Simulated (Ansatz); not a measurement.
Li6MgBr8 in space group Fm-3m (No. 225; Li on 24d, Mg on 4a, Br on 8c, Br on 24e), plane-wave PAW r²SCAN (Ansatz code), all energies at zero smearing, with the estimated change up to a 700 eV cutoff added, with one set of potentials and settings (totals compare only within such a set). Cell of 15 atoms (6 Li, 1 Mg, 8 Br): -25526.095 eV.

| element | reference phase | E (eV/atom) |
|---|---|---|
| Li | Fm-3m, 1 atoms in the cell | -205.1371 |
| Mg | P6_3/mmc, 2 atoms in the cell | -1926.4086 |
| Br | Cmce, 4 atoms in the cell | -2792.8603 |

Formation energy per atom, worked out: (-25526.095 − 6×(-205.1371) − 1×(-1926.4086) − 8×(-2792.8603))/15 = -1.732 eV/atom (-167 kJ per mol of atoms), at 0 K, without zero-point energy or fitted corrections.

The workflow started from a Materials Project entry (that database holds measured and hypothetical structures alike); the Crystallography Open Database copy checked does not list it. Its standing as an ambient phase is unchecked. The cell was relaxed with r²SCAN under the symmetry of its start; whether a distortion lowers the energy is not shown. The references are the lowest solids computed at this level, not always the standard phases.

Potentials: the later of the program's two PAW sets.
